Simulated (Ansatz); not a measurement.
Method: Ansatz, DFT PBE, scalar-relativistic, plane waves, PAW. Settings: cutoff 420 eV, Γ-centred meshes spaced at most about 0.3 Å⁻¹, and about 0.25 Å⁻¹ or finer for metals (2π included), Gaussian smearing. No spin polarisation in the final relaxations.

All energies are static (0 K, no zero-point motion).

Two forms of AlW₃ were relaxed alike.

A.

Space group P4/mmm (No. 123). a = 3.304 Å, b = 3.304 Å, c = 5.797 Å, α = 90.00°, β = 90.00°, γ = 90.00°
| atom | site | symmetry | x | y | z |
| --- | --- | --- | --- | --- | --- |
| Al | 1a | 4/mmm | 0.0000 | 0.0000 | 0.0000 |
| W | 2h | 4mm | 0.5000 | 0.5000 | 0.7562 |
| W | 1b | 4/mmm | 0.0000 | 0.0000 | 0.5000 |

B.

Space group P4/mmm (No. 123). a = 4.365 Å, b = 4.365 Å, c = 3.305 Å, α = 90.00°, β = 90.00°, γ = 90.00°
| atom | site | symmetry | x | y | z |
| --- | --- | --- | --- | --- | --- |
| Al | 1a | 4/mmm | 0.0000 | 0.0000 | 0.0000 |
| W | 1c | 4/mmm | 0.5000 | 0.5000 | 0.0000 |
| W | 2e | mmm. | 0.5000 | 0.0000 | 0.5000 |

Task: Which form is favoured at zero pressure, and by what margin per atom?

Result: A is lower, by 9 meV/atom. A has Al and W ordered on bcc sites, space group P4/mmm (No. 123), 15.8 Å³/atom and no gap on its mesh; B has Al and W ordered on bcc sites, space group P4/mmm (No. 123), 15.7 Å³/atom and no gap. Counting all near atoms (those within 1.25 times the shortest distance at each site; a plus sign parts nearer from farther groups), A has Al 10+4, W 10+4 and B has Al 8+6, W 8+6. Even the lower one lies +0.14 eV/atom against the reference forms of the elements (uncorrected), so neither is stable at this level. In A, Al is surrounded by 8 W at 2.73 Å, 2 W at 2.90 Å and 4 Al at 3.30 Å; W on a site of symmetry 4mm has 4 Al at 2.73 Å, 6 W at 2.77–2.97 Å and 4 W at 3.30 Å; W on a site of symmetry 4/mmm has 8 W at 2.77 Å, 2 Al at 2.90 Å and 4 W at 3.30 Å. In B, Al is surrounded by 8 W at 2.74 Å, 4 W at 3.09 Å and 2 Al at 3.30 Å; W on a site of symmetry 4/mmm is surrounded by 8 W at 2.74 Å, 4 Al at 3.09 Å and 2 W at 3.30 Å; W on a site of symmetry mmm has 4 Al at 2.74 Å, 4 W at 2.74 Å, 4 W at 3.09 Å and 2 W at 3.30 Å. Both come from invented guesses.

The k mesh leaves some 4 meV/atom of noise in the energy of each metallic cell. These runs have no spin–orbit coupling, which can matter for W. Cells relaxed within their symmetry can be saddle points.
